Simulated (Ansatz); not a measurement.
**Data sheet: MoIr (DFT)**

MoIr (rock salt, Fm-3m), a = b = c = 5.1755 Å, α = β = γ = 90.00°; the cell used has 2 atoms.

Space group Fm-3m (No. 225), rock salt; conventional cell a = b = c = 5.176 Å, α = β = γ = 90.00°.

Method: plane-wave PAW PBE (Ansatz code). Structure relaxed to zero pressure with the same functional. Other levels are named where they apply.

**Cell and energy**

```
Property                                                            Value
-----------------------------------------------------  ------------------
Volume per atom                                                  17.33 Å³
Density                                                       13.81 g/cm³
Formation energy from the elements (no fitted shifts)  73 kJ/mol of atoms
```

**Electronic structure**

```
Quantity                                                                   Result
------------------------------------  -------------------------------------------
Electronic character                                            metallic (no gap)
Density of states at the Fermi level  1.3 states/eV per atom (mean over ±0.08 eV)
Gap with spin–orbit coupling                                      none (metallic)
```

**Mechanics**

```
Quantity                              Value
----------------------------------  -------
Bulk modulus (Birch–Murnaghan fit)  224 GPa
Pressure derivative B′                  4.5
```

The start of the workflow was typed in or built on a structure type; neither database checked (COD, Materials Project) lists it. COD files the formula under space group No. 51, so this cell is another polymorph or a model. Whether it is the stable phase at ambient conditions was not checked. The PBE relaxation kept the symmetry of its start; its stability against distortions is not shown here. The run is not spin-polarised. The volume moved by 17 % from the start of the relaxation. Its formation energy is positive at this level, so the cell may be metastable or incomplete. The references are the lowest solids computed at this level, not always the standard phases. Spin–orbit coupling is left out wherever it is not named.

Potentials: the earlier of the program's two PAW sets.
